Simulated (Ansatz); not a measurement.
GaSb (rock salt, space group No. 225), the program Ansatz at the PBE level (PAW), all energies at zero smearing, with the estimated change up to a 700 eV cutoff added, with one set of potentials and settings (totals compare only within such a set). Cell of 2 atoms (1 Sb, 1 Ga): -10267.510 eV.

```
element            reference phase  E (eV/atom)
-------  -------------------------  -----------
Sb       R-3m, 2 atoms in the cell   -6484.5760
Ga       Cmce, 4 atoms in the cell   -3783.0259
```

Formation energy per atom, worked out: (-10267.510 − 1×(-6484.5760) − 1×(-3783.0259))/2 = 0.046 eV/atom (4 kJ per mol of atoms), at 0 K, without zero-point energy or fitted corrections.

Space group Fm-3m (rock salt). The start of the workflow was typed in or built on a structure type; neither database checked (COD, Materials Project) lists it. It is not the phase usual at ambient conditions (space group No. 216). The PBE relaxation kept the symmetry of its start; whether a distortion lowers the energy is not shown. The volume moved by 17 % from the start of the relaxation. The references are the lowest solids computed at this level, not always the standard phases. Spin–orbit coupling is left out wherever it is not named.

Potentials: the earlier of the program's two PAW sets.
